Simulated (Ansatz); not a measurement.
Relaxed SnO (litharge type, space group P4/nmm):

```yaml
crystal:
  lattice:
    - [3.83618, 0.00000, 0.00000]
    - [0.00000, 3.83618, 0.00000]
    - [0.00000, 0.00000, 4.75736]
  atoms:
    - { symbol: Sn, position: [0.50000, 0.00000, 0.24343] }
    - { symbol: Sn, position: [0.00000, 0.50000, 0.75657] }
    - { symbol: O, position: [0.00000, 0.00000, 0.00000] }
    - { symbol: O, position: [0.50000, 0.50000, 0.00000] }
```

These are PBE-D3(BJ) (plane waves to 420 eV, PAW, scalar-relativistic; Ansatz, a quantum-chemistry and plane-wave program) values and carry that method's errors. k mesh 10×10×8 (Γ-centred), Fermi-Dirac smearing 0.05 eV. With partly filled bands, energies and forces of such displacements shift with the k mesh and the smearing. At this level the bands of SnO touch or barely overlap; measurements give the solid a gap. SnO was relaxed with its symmetry unable to fall. The PAW data are Ansatz's earlier set.

One atom of the cell was then moved (with its periodic images), all else fixed, and the forces (eV/Å) came out as:

```
atom      Fx      Fy      Fz
----  ------  ------  ------
Sn1   -0.562  -0.116   0.228
Sn2   -0.116  -0.562  -0.228
O3     1.577   1.577   0.000
O4    -0.899  -0.899   0.000
```

### Question
Which atom was moved, and by which vector (Å)?

### Answer
O3, by (-0.19, -0.19, 0.00), 0.27 Å in all.

(A displaced cell: forces are minus the slopes of the energy, force constants its curvatures, and phonons follow from these.)
